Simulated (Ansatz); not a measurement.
Theory: Ansatz 0.2.0, DFT PBE, scalar-relativistic, plane waves, PAW. Settings: cutoff 420 eV, Γ-centred meshes spaced at most about 0.3 Å⁻¹, and about 0.25 Å⁻¹ or finer for metals (2π included), Gaussian smearing. No spin polarisation in the final relaxations.

All energies are static (0 K, no zero-point motion). All come from trial cells, and lower structures may exist.

Problem. Which of these relaxed structures of NaLi5 is the lowest in energy?
A.

```xyz
6
Lattice="2.4212 -5.9005 0.0000 2.4212 5.9005 0.0000 0.0000 0.0000 4.8218" Properties=species:S:1:pos:R:3 pbc="T T T"
Na    2.4212    0.0000    0.0000
Li    2.4212    3.8595    0.0000
Li    2.4212   -3.8595    0.0000
Li    0.0000    0.0000    2.4109
Li    2.4212    2.0983    2.4109
Li    2.4212   -2.0983    2.4109
```

B.

```xyz
6
Lattice="5.9218 0.0000 0.0000 -2.9609 5.1284 0.0000 0.0000 0.0000 4.9377" Properties=species:S:1:pos:R:3 pbc="T T T"
Na    0.0000    0.0000    0.0000
Li    0.0000    3.4189    0.0000
Li    2.9609    1.7095    0.0000
Li    2.9609    0.0000    2.4688
Li    1.4804    2.5642    2.4688
Li   -1.4804    2.5642    2.4688
```

Solution. A. It has Na and Li ordered on bcc sites, space group Cmmm (No. 65); the next, B, with the CaCu5 type, space group P6/mmm (No. 191), lies 43 meV/atom higher. Counting all near atoms (those within 1.25 times the shortest distance at each site; a plus sign parts nearer from farther groups; a slash parts the counts of unlike sites), the lowest has Na 12+2, Li 12/12+2 and the next has Na 6+12, Li 8/6+6.

Cells relaxed within their symmetry can be saddle points. The Cmmm cell of NaLi5 came from shaking the P6/mmm one. Some types were kept out of the candidates beforehand, so the set may lack a known form.
